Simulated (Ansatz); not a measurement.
Given:

KHg₂:
```
CELL_PARAMETERS angstrom
     -2.56405     4.02004     4.38517
      2.56405    -4.02004     4.38517
      2.56405     4.02004    -4.38517
ATOMIC_POSITIONS crystal
  Hg 0.10135 0.16249 0.93885
  Hg 0.72364 0.16249 0.56115
  Hg 0.27636 0.83751 0.43885
  Hg 0.89865 0.83751 0.06115
  K  0.30357 0.55357 0.75000
  K  0.69643 0.44643 0.25000
```

This is the PBEsol-relaxed structure.

### Question
All from plane-wave PAW PBEsol (Ansatz code), unless another level is named. Predict the formation energy from the elements (no fitted shifts).

### Answer
-0.26 eV/atom.

### Question
And the density of states at the Fermi level?

### Answer
0.56 states/eV per atom (mean over ±0.08 eV).

Space group Imma. The workflow started from an entry of the Crystallography Open Database (COD). Its standing as an ambient phase is unchecked. The cell was relaxed with PBEsol under the symmetry of its start; its stability against distortions is not shown here. The references are the lowest solids computed at this level, not always the standard phases. Spin–orbit coupling is left out wherever it is not named.

Potentials: the later of the program's two PAW sets.
